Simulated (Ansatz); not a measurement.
An element in the bcc structure gives these cold pressures by all-electron LAPW under PBEsol (Ansatz 0.2.0, scalar-relativistic, no spin polarisation).

```
V (Å³/atom)  P (GPa)
      16.54     0.03
      14.56    12.39
      12.90     31.1
      11.25     63.9
       9.59    124.2
       8.27    212.4
       7.11    347.1
```

Task: Which element is it?

Result: Al. Its zero-pressure volume in this structure is near 16.5 Å³/atom; the volume and the steepness of P(V) together point to it, though neighbours can come close. This is the case that was computed; others weren't tested.
